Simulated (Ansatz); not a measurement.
A geometry of Ni away from equilibrium: step 2 of the relaxation of a relaxed Ni cell, doubled along one cell vector, shaken by Gaussian noise of σ = 0.08 Å a coordinate. Method: PBEsol (plane waves to 420 eV, PAW, scalar-relativistic; Ansatz, a quantum-chemistry and plane-wave program). Γ-centred k-mesh 15×15×4 on the run's cell (coarser than for final values), Fermi–Dirac smearing 0.05 eV.

```yaml
crystal:
  lattice:
    - [2.44193, -0.00322, 0.00104]
    - [-1.22376, 2.12406, 0.00108]
    - [0.00342, 0.00606, 8.03104]
  atoms:
    - { symbol: Ni, position: [0.62631, 0.32304, 0.37335] }
    - { symbol: Ni, position: [0.67688, 0.35263, 0.87948] }
    - { symbol: Ni, position: [0.36550, 0.73973, 0.12241] }
    - { symbol: Ni, position: [0.37953, 0.70279, 0.62077] }
```
Spin-polarised start, with parallel moments on Ni.

Which atoms carry the largest force, and which way does it point?

0.74 eV/Å, on Ni2 (atoms numbered as listed); on Ni2 its components are (0.04, 0.21, -0.71).

What is the pressure?

+1.1 GPa, compression positive.

Spin state reached: ferromagnetic (net 0.63 μB/atom), from parallel starting moments; other spin orders were not run from this start.

The end of the path is a generated cell of Ni: the first start was made by a random draw of sites in a space group, and the end was not matched to a known phase here, so it may be hypothetical. Known forms of Ni include space group No. 225.
